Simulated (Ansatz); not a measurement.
ZrC (rock salt)

```xyz
4
Lattice="0.0000 4.7087 4.7087 2.3544 0.0000 2.3544 2.3544 2.3544 0.0000" Properties=species:S:1:pos:R:3 pbc="T T T"
C      0.0000     0.0000     0.0000
C      2.3544     2.3544     4.7087
Zr     2.3544     2.3544     2.3544
Zr     2.3544     4.7087     4.7087
```

The atoms are displaced by Q × the pattern below (from a DFPT mode at L = (0.5, 0.0, 0.0), largest move 1; Q in Å), at fixed cell. (q is in reciprocal vectors of the primitive cell; the cell shown is doubled to hold the pattern.)

| atom | x | y | z |
|---|---|---|---|
| C1 | 0.577 | -0.577 | -0.577 |
| C2 | -0.577 | 0.577 | 0.577 |

Atoms not listed stay in place.

Level of theory: PBE (plane waves to 420 eV, PAW, scalar-relativistic; Ansatz, a program for electronic structure). k mesh 17×17×17 (Γ-centred), Fermi-Dirac smearing 0.05 eV. The energy includes the smearing's −TS. With partly filled bands, energies and forces of such displacements shift with the k mesh and the smearing. ZrC is run without spin polarisation. ZrC was relaxed with its symmetry unable to fall. ΔE is measured from the undisplaced structure.

```
Q (Å)   ΔE (eV/cell)
------  ------------
-0.100         0.188
-0.067         0.084
-0.033         0.021
0.000          0.000
0.033          0.021
0.067          0.084
0.100          0.188
```

Task: Which DFPT wavenumber at L = (0.5, 0.0, 0.0) belongs to this mode?
A) 512 cm⁻¹
B) 180 cm⁻¹
C) 322 cm⁻¹
D) 653 cm⁻¹

Result: D, 653 cm⁻¹. The curvature of the scan gives 653 cm⁻¹

(For displaced atoms, the force is minus the slope of the energy, and its curvature is a force constant, which sets phonon frequencies.)
